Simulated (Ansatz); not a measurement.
## Phases of Fe at 110 GPa

Structure types of Fe are relaxed in primitive cells with their symmetry kept at 110 GPa, first on PAW files, then by LAPW. The enthalpy is E + pV at zero temperature, without zero-point motion. Only the types listed were tried, and differences under about 5 meV/atom are mesh noise. Not among the end structures: fcc, which may lie lower.

All numbers are LDA results (scalar-relativistic) from Ansatz 0.2.0, with Fermi–Dirac smearing of 0.05 eV, spin-polarised from start moments Fe 2.5 μB. Methods: LAPW: all electrons, basis error target 0.5 meV/atom; PAW: frozen-core files, cutoff 420 eV.

k meshes: bcc 21×21×21, hcp 19×19×11, sc 18×18×18, simple hexagonal 20×20×19, omega 10×10×14.

Other magnetic orders may lie lower. The PAW files were made under PBE.

Problem. Which type is lowest in enthalpy, and by how much?

Solution. hcp, 280 meV/atom below omega. The whole table:

```tsv
start type	ends as	a, b, c (Å)	V (Å³/atom)	H − H(lowest), LAPW (meV/atom)	same, PAW	moment (μB/atom)
bcc	bcc, Im-3m	2.530, 2.530, 2.530	8.09	496.1	498.6	1.39
hcp	hcp, P6_3/mmc	2.248, 2.248, 3.568	7.81	0.0	0.0	0.00
sc	sc, Pm-3m	2.035, 2.035, 2.035	8.43	1681.7	1680.0	0.00
simple hexagonal	simple hexagonal, P6/mmm	2.186, 2.186, 1.979	8.19	1158.5	1158.4	0.00
omega	omega, P6/mmm	3.532, 3.532, 2.195	7.91	280.3	280.8	0.00
```

Problem. Split the lead of hcp over omega into energy and pV.

Solution. For omega less hcp: ΔE = +213.7 meV/atom, and p·ΔV = 110 GPa × +0.0971 Å³ × 6.242 meV/(GPa·Å³) = +66.6 meV/atom, together 280.3 meV/atom. hcp wins on both counts.
